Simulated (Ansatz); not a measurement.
# Ansatz 0.2.0, relaxation: Cs2LiBe6Ga

The command:

```bash
ansatz run input.yaml --threads 2 --pin off --max-ram 3584MiB --backend cpu --events-out ev --progress --plain --runs-dir out
```

The input file (Ansatz 0.2.0, plane waves):

```yaml
crystal:
  lattice:
    - [3.03151, 5.250727, 0.0]
    - [-3.03151, 5.250727, 0.0]
    - [0.0, 0.0, 4.934633]
  atoms:
    - { symbol: Li, position: [0.0, 0.0, 0.5] }
    - { symbol: Cs, position: [0.3333, 0.3333, 0.2699] }
    - { symbol: Cs, position: [0.6666, 0.6667, 0.7301] }
    - { symbol: Be, position: [0.1388, 0.1392, 0.7618] }
    - { symbol: Be, position: [0.722, 0.1388, 0.7618] }
    - { symbol: Be, position: [0.1392, 0.722, 0.7618] }
    - { symbol: Be, position: [0.278, 0.8608, 0.2382] }
    - { symbol: Be, position: [0.8608, 0.8612, 0.2382] }
    - { symbol: Be, position: [0.8612, 0.278, 0.2382] }
    - { symbol: Ga, position: [0.0, 0.0, 0.0] }
  symmetry: { tolerance: 0.0003 }
kpoints:
  mp_grid: { grid: [5, 5, 6], shift: [0, 0, 0] }
magnetization:
  spin_polarized: false
scf:
  occupations: { method: fermi_dirac }
  lower_state_search: "off"
hamiltonian:
  pseudopotentials: { kind: paw }
  xc: r2scan
basis:
  ecutwfc: 500
  fft_grid_basis: typed
relax:
  max_steps: 40
  f_tol: 0.03
output:
  forces: true
  stress: true
  eigenvalues: true
  bader: true
  populations: true
  elf: true
  write_potential: true
  volumetric_format: npy
  dos:
    e_range: [-12, 8]
    de: 0.05
    projected: { site_lists: { Be: [Be], Cs: [Cs], Ga: [Ga], Li: [Li] } }
checkpoint:
  read: saved_state
```

Origin of the cell: a known structure type with other elements, at an estimated volume, so it need not be a known compound.

The smearing width isn't typed, so it takes its default of 0.1 eV.

The saved state is a converged single point of the same cell.

Steps:

```json
{"step": "1", "ΔF (meV/atom)": "0.0", "max force component (eV/Å)": "3.269", "SCF iterations": "6", "step was": "accepted"}
{"step": "2", "ΔF (meV/atom)": "-214.5", "max force component (eV/Å)": "2.009", "SCF iterations": "6", "step was": "accepted"}
{"step": "3", "ΔF (meV/atom)": "-388.4", "max force component (eV/Å)": "1.504", "SCF iterations": "6", "step was": "accepted"}
{"step": "4", "ΔF (meV/atom)": "-482.6", "max force component (eV/Å)": "1.316", "SCF iterations": "7", "step was": "accepted"}
{"step": "5", "ΔF (meV/atom)": "-587.1", "max force component (eV/Å)": "0.692", "SCF iterations": "7", "step was": "accepted"}
{"step": "6", "ΔF (meV/atom)": "-692.5", "max force component (eV/Å)": "0.897", "SCF iterations": "6", "step was": "accepted"}
{"step": "7", "ΔF (meV/atom)": "-788.8", "max force component (eV/Å)": "0.782", "SCF iterations": "6", "step was": "accepted"}
{"step": "8", "ΔF (meV/atom)": "-863.2", "max force component (eV/Å)": "0.400", "SCF iterations": "6", "step was": "accepted"}
{"step": "9", "ΔF (meV/atom)": "-899.7", "max force component (eV/Å)": "0.147", "SCF iterations": "6", "step was": "accepted"}
{"step": "10", "ΔF (meV/atom)": "-910.9", "max force component (eV/Å)": "0.043", "SCF iterations": "7", "step was": "accepted"}
{"step": "11", "ΔF (meV/atom)": "-911.9", "max force component (eV/Å)": "0.011", "SCF iterations": "7", "step was": "accepted"}
```

Step 1, with forces in eV/Å:

```xyz
10
Lattice="3.032 5.251 0.000 -3.032 5.251 0.000 0.000 0.000 4.935" Properties=species:S:1:pos:R:3:forces:R:3 pbc="T T T" step=1
Li    0.000    0.000    2.467    0.000    0.000    0.000
Cs    0.000    3.500    1.332    0.000    0.000   -0.116
Cs    0.000    7.001    3.603    0.000    0.000    0.116
Be    0.000    1.460    3.759    0.000    3.269   -2.379
Be    1.767    4.521    3.759   -2.831   -1.635   -2.379
Be   -1.767    4.521    3.759    2.831   -1.635   -2.379
Be   -1.767    5.981    1.175    2.831    1.635    2.379
Be    0.000    9.042    1.175    0.000   -3.269    2.379
Be    1.767    5.981    1.175   -2.831    1.635    2.379
Ga    0.000    0.000    0.000    0.000    0.000    0.000
```

Step 2, with forces in eV/Å:

```xyz
10
Lattice="3.032 5.251 0.000 -3.032 5.251 0.000 0.000 0.000 4.935" Properties=species:S:1:pos:R:3:forces:R:3 pbc="T T T" step=2
Li    0.000    0.000    2.467    0.000    0.000    0.000
Cs    0.000    3.500    1.166    0.000    0.000    0.303
Cs    0.000    7.001    3.769    0.000    0.000   -0.303
Be    0.000    1.543    3.686    0.000    2.009   -1.679
Be    1.695    4.479    3.686   -1.740   -1.005   -1.679
Be   -1.695    4.479    3.686    1.740   -1.005   -1.679
Be   -1.695    6.022    1.248    1.740    1.005    1.679
Be    0.000    8.959    1.248    0.000   -2.009    1.679
Be    1.695    6.022    1.248   -1.740    1.005    1.679
Ga    0.000    0.000    0.000    0.000    0.000    0.000
```

Step 3, with forces in eV/Å:

```xyz
10
Lattice="3.032 5.251 0.000 -3.032 5.251 0.000 0.000 0.000 4.935" Properties=species:S:1:pos:R:3:forces:R:3 pbc="T T T" step=3
Li    0.000    0.000    2.467    0.000    0.000    0.000
Cs    0.000    3.500    1.237    0.000    0.000   -1.504
Cs    0.000    7.001    3.698    0.000    0.000    1.504
Be    0.000    1.680    3.541    0.000    0.723   -0.134
Be    1.576    4.411    3.541   -0.626   -0.361   -0.134
Be   -1.576    4.411    3.541    0.626   -0.361   -0.134
Be   -1.576    6.091    1.394    0.626    0.361    0.134
Be    0.000    8.821    1.394    0.000   -0.723    0.134
Be    1.576    6.091    1.394   -0.626    0.361    0.134
Ga    0.000    0.000    0.000    0.000    0.000    0.000
```

Step 4, with forces in eV/Å:

```xyz
10
Lattice="3.032 5.251 0.000 -3.032 5.251 0.000 0.000 0.000 4.935" Properties=species:S:1:pos:R:3:forces:R:3 pbc="T T T" step=4
Li    0.000    0.000    2.467    0.000    0.000    0.000
Cs    0.000    3.500    1.086    0.000    0.000   -1.316
Cs    0.000    7.001    3.849    0.000    0.000    1.316
Be    0.000    1.804    3.481    0.000    0.580   -0.263
Be    1.469    4.349    3.481   -0.502   -0.290   -0.263
Be   -1.469    4.349    3.481    0.502   -0.290   -0.263
Be   -1.469    6.153    1.453    0.502    0.290    0.263
Be    0.000    8.698    1.453    0.000   -0.580    0.263
Be    1.469    6.153    1.453   -0.502    0.290    0.263
Ga    0.000    0.000    0.000    0.000    0.000    0.000
```

Step 5, with forces in eV/Å:

```xyz
10
Lattice="3.032 5.251 0.000 -3.032 5.251 0.000 0.000 0.000 4.935" Properties=species:S:1:pos:R:3:forces:R:3 pbc="T T T" step=5
Li    0.000    0.000    2.467    0.000    0.000    0.000
Cs    0.000    3.500    0.891    0.000    0.000   -0.447
Cs    0.000    7.001    4.043    0.000    0.000    0.447
Be    0.000    1.930    3.398    0.000    0.506   -0.692
Be    1.360    4.286    3.398   -0.438   -0.253   -0.692
Be   -1.360    4.286    3.398    0.438   -0.253   -0.692
Be   -1.360    6.216    1.537    0.438    0.253    0.692
Be    0.000    8.571    1.537    0.000   -0.506    0.692
Be    1.360    6.216    1.537   -0.438    0.253    0.692
Ga    0.000    0.000    0.000    0.000    0.000    0.000
```

Step 6, with forces in eV/Å:

```xyz
10
Lattice="3.032 5.251 0.000 -3.032 5.251 0.000 0.000 0.000 4.935" Properties=species:S:1:pos:R:3:forces:R:3 pbc="T T T" step=6
Li    0.000    0.000    2.467    0.000    0.000    0.000
Cs    0.000    3.500    0.739    0.000    0.000    0.154
Cs    0.000    7.001    4.196    0.000    0.000   -0.154
Be    0.000    2.064    3.256    0.000    0.291   -0.897
Be    1.244    4.219    3.256   -0.252   -0.145   -0.897
Be   -1.244    4.219    3.256    0.252   -0.145   -0.897
Be   -1.244    6.283    1.678    0.252    0.145    0.897
Be    0.000    8.437    1.678    0.000   -0.291    0.897
Be    1.244    6.283    1.678   -0.252    0.145    0.897
Ga    0.000    0.000    0.000    0.000    0.000    0.000
```

Step 7, with forces in eV/Å:

```xyz
10
Lattice="3.032 5.251 0.000 -3.032 5.251 0.000 0.000 0.000 4.935" Properties=species:S:1:pos:R:3:forces:R:3 pbc="T T T" step=7
Li    0.000    0.000    2.467    0.000    0.000    0.000
Cs    0.000    3.500    0.632    0.000    0.000   -0.021
Cs    0.000    7.001    4.302    0.000    0.000    0.021
Be    0.000    2.157    3.085    0.000    0.020   -0.782
Be    1.164    4.172    3.085   -0.018   -0.010   -0.782
Be   -1.164    4.172    3.085    0.018   -0.010   -0.782
Be   -1.164    6.329    1.850    0.018    0.010    0.782
Be    0.000    8.345    1.850    0.000   -0.020    0.782
Be    1.164    6.329    1.850   -0.018    0.010    0.782
Ga    0.000    0.000    0.000    0.000    0.000    0.000
```

Step 8, with forces in eV/Å:

```xyz
10
Lattice="3.032 5.251 0.000 -3.032 5.251 0.000 0.000 0.000 4.935" Properties=species:S:1:pos:R:3:forces:R:3 pbc="T T T" step=8
Li    0.000    0.000    2.467    0.000    0.000    0.000
Cs    0.000    3.500    0.502    0.000    0.000   -0.400
Cs    0.000    7.001    4.432    0.000    0.000    0.400
Be    0.000    2.180    2.888    0.000    0.096   -0.346
Be    1.143    4.161    2.888   -0.083   -0.048   -0.346
Be   -1.143    4.161    2.888    0.083   -0.048   -0.346
Be   -1.143    6.341    2.046    0.083    0.048    0.346
Be    0.000    8.321    2.046    0.000   -0.096    0.346
Be    1.143    6.341    2.046   -0.083    0.048    0.346
Ga    0.000    0.000    0.000    0.000    0.000    0.000
```

Step 9, with forces in eV/Å:

```xyz
10
Lattice="3.032 5.251 0.000 -3.032 5.251 0.000 0.000 0.000 4.935" Properties=species:S:1:pos:R:3:forces:R:3 pbc="T T T" step=9
Li    0.000    0.000    2.467    0.000    0.000    0.000
Cs    0.000    3.500    0.302    0.000    0.000   -0.134
Cs    0.000    7.001    4.632    0.000    0.000    0.134
Be    0.000    2.206    2.711    0.000    0.147   -0.124
Be    1.121    4.148    2.711   -0.127   -0.074   -0.124
Be   -1.121    4.148    2.711    0.127   -0.074   -0.124
Be   -1.121    6.354    2.224    0.127    0.074    0.124
Be    0.000    8.295    2.224    0.000   -0.147    0.124
Be    1.121    6.354    2.224   -0.127    0.074    0.124
Ga    0.000    0.000    0.000    0.000    0.000    0.000
```

Step 10, with forces in eV/Å:

```xyz
10
Lattice="3.032 5.251 0.000 -3.032 5.251 0.000 0.000 0.000 4.935" Properties=species:S:1:pos:R:3:forces:R:3 pbc="T T T" step=10
Li    0.000    0.000    2.467    0.000    0.000    0.000
Cs    0.000    3.500    0.102    0.000    0.000   -0.043
Cs    0.000    7.001    4.832    0.000    0.000    0.043
Be    0.000    2.233    2.547    0.000    0.041   -0.023
Be    1.097    4.134    2.547   -0.036   -0.021   -0.023
Be   -1.097    4.134    2.547    0.036   -0.021   -0.023
Be   -1.097    6.367    2.388    0.036    0.021    0.023
Be    0.000    8.268    2.388    0.000   -0.041    0.023
Be    1.097    6.367    2.388   -0.036    0.021    0.023
Ga    0.000    0.000    0.000    0.000    0.000    0.000
```

Step 11, with forces in eV/Å:

```xyz
10
Lattice="3.032 5.251 0.000 -3.032 5.251 0.000 0.000 0.000 4.935" Properties=species:S:1:pos:R:3:forces:R:3 pbc="T T T" step=11
Li    0.000    0.000    2.467    0.000    0.000    0.000
Cs    0.000    3.500    0.022    0.000    0.000   -0.006
Cs    0.000    7.001    4.913    0.000    0.000    0.006
Be    0.000    2.240    2.485    0.000   -0.011   -0.006
Be    1.092    4.131    2.485    0.009    0.005   -0.006
Be   -1.092    4.131    2.485   -0.009    0.005   -0.006
Be   -1.092    6.371    2.450   -0.009   -0.005    0.006
Be    0.000    8.262    2.450    0.000    0.011    0.006
Be    1.092    6.371    2.450    0.009   -0.005    0.006
Ga    0.000    0.000    0.000    0.000    0.000    0.000
```

- Free energy lowered by: 911.9 meV/atom
- Final pressure: 10.35 GPa
- Relaxation steps listed: 11
- Gap on the mesh: none (metal)

Caveats: the SCF threshold is looser than advised for a stress; the relaxation held the start's symmetry, so the end may be a saddle point.

The run took 3.2 min on 2 threads of Intel(R) Xeon(R) 6975P-C (Granite Rapids) (shared host), peak memory 0.96 GiB, from a saved density.
